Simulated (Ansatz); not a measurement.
VBiO$_{4}$:
```
CELL_PARAMETERS angstrom
     -2.58310     2.58310     5.88960
      2.58310    -2.58310     5.88960
      2.58310     2.58310    -5.88960
ATOMIC_POSITIONS crystal
  Bi 0.75000 0.25000 0.50000
  Bi 0.00000 0.00000 0.00000
  V  0.25000 0.75000 0.50000
  V  0.50000 0.50000 0.00000
  O  0.57723 0.96644 0.88750
  O  0.71644 0.32894 0.88921
  O  0.07894 0.68973 0.11250
  O  0.43973 0.82723 0.11079
  O  0.17277 0.28356 0.61250
  O  0.03356 0.92106 0.61079
  O  0.67106 0.56027 0.38750
  O  0.31027 0.42277 0.38921
```

The program Ansatz at the PBE level (PAW) gives a gap of 2.20 eV without spin–orbit coupling, maximum off the standard path, at k = (0.042, -0.042, 0.333) in fractions of the reciprocal vectors, minimum off the standard path, at k = (0.203, -0.203, 0.286) in fractions of the reciprocal vectors.

Q: What happens when spin–orbit coupling is switched on?

A: The gap decreases by 0.15 eV, to 2.05 eV; maximum off the standard path, at k = (0.026, -0.031, 0.339) in fractions of the reciprocal vectors, minimum off the standard path, at k = (0.198, -0.203, 0.286) in fractions of the reciprocal vectors.

Q: Give the electron effective mass with spin–orbit coupling.

A: 0.64, 1.4, 4.8 mₑ (principal values).

Q: Give the hole effective mass with spin–orbit coupling.

A: 0.63, 1.6, 4.4 mₑ (principal values).

Space group I4_1/a. The cell was relaxed with PBE under the symmetry of its start. The workflow began spin-polarised and lost its moments. No Hubbard U is applied.

Potentials: the later of the program's two PAW sets.
